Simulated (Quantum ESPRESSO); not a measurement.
## Pd6CuRe (different elements on one site, starting from this cell)

A calculation, not a measurement. The program is pw.x of Quantum ESPRESSO 7.5 (plane-wave density functional theory). The cell is made up: eight metal atoms on a face-centred cubic lattice, with elements, volume, strain and displacements drawn at random and not relaxed, so it may be unstable or far from any real phase. PseudoDojo standard norm-conserving files set the functional (PBE unless stated); there is no spin polarisation or spin-orbit coupling, the Fermi-Dirac width of 0.25 eV means electrons at about 2900 K, and the masses in the input are unused placeholders. The copper pseudopotential is less sure than most, with forces differing by about three percent and pressure by about two GPa from a second method on plain copper. Heavy elements are run without spin-orbit coupling, which real alloys of them have. A spin test at this wide smearing found no moment, but such smearing suppresses magnetism that the real alloy may have.

The runs put different elements on site 7. Cell, positions, cutoff, mesh and smearing stay as in the input of run 1; sites are counted in its order. Stress in the tables is positive in tension.

Input of run 1:

```
&control calculation='scf', pseudo_dir='./dojo.nc.sr.pbe.v0_5.standard.upf', outdir='./o', disk_io='minimal', tprnfor=.true., tstress=.true. /
&system ibrav=0, nat=8, ntyp=3, nbnd=88, ecutwfc=92.02030273, nosym=.true., tot_charge=0,
 occupations='smearing', smearing='fd', degauss=0.0183746611
/
&electrons conv_thr=1.470e-08, electron_maxstep=70, mixing_beta=0.5 /
ATOMIC_SPECIES
Cu 1.0 Cu.upf
Pd 1.0 Pd.upf
Re 1.0 Re.upf
CELL_PARAMETERS angstrom
-0.0014 -1.8764 -1.9237
-5.7311 -1.9254 0.0448
-1.8274 3.7363 -5.7561
ATOMIC_POSITIONS angstrom
Pd 0.0395 0.0469 0.0654
Pd -1.9726 1.7808 -3.8486
Cu -1.8513 0.0148 -1.8646
Pd -3.7787 1.8546 -5.7423
Pd -3.7928 -0.1301 -3.7448
Pd -3.8571 -1.9762 -1.8657
Re -5.5865 -0.0262 -5.7918
Pd -5.7188 -1.9577 -3.7113
K_POINTS automatic
9 4 4 1 1 1
```

```
run  elements on sites 1 to 8  -TS (eV)  pressure (GPa)  stress xx (GPa)  stress yy (GPa)  stress zz (GPa)  stress yz (GPa)  stress xz (GPa)  stress xy (GPa)  iterations
  1   Pd Pd Cu Pd Pd Pd Re Pd    -1.478           19.78           -20.07           -21.16           -18.10            -0.64            -2.18             1.28          19
  2   Pd Pd Cu Pd Pd Pd Li Pd    -1.416           13.90           -13.73           -15.36           -12.61            -0.91            -1.38             0.54          20
  3    Pd Pd Cu Pd Pd Pd V Pd    -1.558           15.93           -15.41           -17.70           -14.67            -1.30            -1.77             0.95          25
  4   Pd Pd Cu Pd Pd Pd Ga Pd    -1.229           17.90           -16.16           -20.18           -17.35            -2.78            -1.24             0.50          20
  5   Pd Pd Cu Pd Pd Pd In Pd    -1.158           29.13           -26.60           -31.59           -29.21            -2.73            -1.76             0.89          20
```

Forces Fx Fy Fz (eV/Å):

| site | run 1 | run 2 | run 3 | run 4 | run 5 |
| --- | --- | --- | --- | --- | --- |
| 1 | -0.91 -0.97 0.28 | -0.64 -1.06 0.47 | -0.40 -1.13 0.52 | -0.65 -1.11 0.48 | -1.69 -0.70 -0.05 |
| 2 | 1.84 0.34 0.20 | 1.16 0.26 0.26 | 1.73 0.37 0.17 | 1.54 0.30 0.24 | 1.18 0.10 0.44 |
| 3 | -0.27 -0.28 0.09 | -0.31 -0.28 0.13 | -0.29 -0.28 0.10 | -0.30 -0.29 0.12 | -0.30 -0.29 0.12 |
| 4 | 0.35 0.05 -0.34 | -0.03 -0.15 -0.10 | -0.16 -0.20 -0.08 | 0.00 -0.20 -0.09 | 1.19 0.45 -0.73 |
| 5 | -0.18 0.35 -0.31 | -0.18 0.46 -0.36 | -0.53 0.55 -0.46 | -0.35 0.49 -0.40 | 0.48 -0.03 0.05 |
| 6 | 1.16 1.01 -0.21 | 1.16 0.57 0.20 | 1.16 0.63 0.16 | 1.20 0.96 -0.16 | 1.19 1.72 -0.92 |
| 7 | -1.00 -1.09 1.42 | -0.25 -0.35 0.44 | -0.56 -0.57 0.73 | -0.40 -0.64 0.78 | -1.00 -1.48 1.81 |
| 8 | -0.98 0.60 -1.12 | -0.91 0.55 -1.02 | -0.97 0.64 -1.14 | -1.03 0.48 -0.98 | -1.06 0.22 -0.72 |

Energies are left out, as each element's file has its own zero. A rerun of one cell of this series at a higher cutoff and on a denser mesh moved values by no more than 0.014 eV in energy, 0.04 GPa in stress and 0.006 eV/Å in force, and a second program with other atomic files agreed on that cell to 2 % rms in force and 0.5 GPa in pressure.